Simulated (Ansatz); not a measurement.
The calculation used DFT PBE, scalar-relativistic, plane waves, PAW in Ansatz. All cells share a 420 eV cutoff and Γ-centred k meshes spaced at most about 0.3 Å⁻¹ (about 0.25 or finer for metals, 2π included). Collinear spin in cells that started with moments and kept them past the coarse steps, no spin elsewhere.

All energies are static (0 K, no zero-point motion). All come from trial cells, and lower structures may exist.

**Question.** Order these relaxed structures of GdO4 by energy, lowest first, with the energy over the lowest of them.
A.

```xyz
5
Lattice="-2.1622 2.1622 2.9713 2.1622 -2.1622 2.9713 2.1622 2.1622 -2.9713" Properties=species:S:1:pos:R:3 pbc="T T T"
Gd    0.0000    0.0000    0.0000
O     0.0000    0.0000    2.3655
O     0.0000    0.0000    3.5771
O     0.0000    2.1622    1.4857
O     2.1622    0.0000    1.4857
```

B.

```xyz
5
Lattice="-2.6695 2.6695 2.6695 2.6695 -2.6695 2.6695 2.6695 2.6695 -2.6695" Properties=species:S:1:pos:R:3 pbc="T T T"
Gd    0.0000    0.0000    0.0000
O     1.3347    1.3347    1.3347
O    -1.3347    1.3347    1.3347
O     1.3347    1.3347   -1.3347
O     1.3347   -1.3347    1.3347
```

C.

```xyz
5
Lattice="1.8649 -3.9587 0.0000 1.8649 3.9587 0.0000 0.0000 0.0000 4.5224" Properties=species:S:1:pos:R:3 pbc="T T T"
Gd    1.8649    0.0000    2.2612
O     1.8649   -2.2305    2.2612
O     1.8649    2.2305    2.2612
O     0.6564    0.0000    0.0000
O     3.0734    0.0000    0.0000
```

D.

```xyz
5
Lattice="2.1535 1.2433 3.4808 -2.1535 1.2433 3.4808 0.0000 -2.4866 3.4808" Properties=species:S:1:pos:R:3 pbc="T T T"
Gd    0.0000    0.0000    0.0000
O     0.0000    0.0000    3.8659
O     0.0000    0.0000    6.5766
O     0.0000    0.0000    7.9768
O     0.0000    0.0000    2.4657
```

**Answer.** D (0 meV/atom), C (91 meV/atom), A (360 meV/atom), B (706 meV/atom). Forms: D R-3m, moments up to 6.8 μB; C Cmmm, moments up to 6.7 μB; A I4/mmm, moments up to 6.8 μB; B Im-3m, moments up to 6.7 μB. Counting O atoms around Gd (those within 1.25 times the shortest such distance or 1.15 times the sum of covalent radii; a plus sign parts nearer from farther groups): D has Gd 14; C has Gd 2+8; A has Gd 2+8; B has Gd 8. D holds O–O pairs (shortest 1.40 Å, as in peroxide); C holds O–O pairs (shortest 1.31 Å, as in superoxide); A holds O–O pairs (shortest 1.21 Å, as in O₂) (bonds between like non-metal atoms; other contacts aren't counted).

In such compounds of Gd a zero gap at this level may well be an artefact, since no Hubbard U is applied. Another magnetic order may lie lower. Cells relaxed within their symmetry can be saddle points. Some candidate types were left out of the draw beforehand, so a known form may be missing.
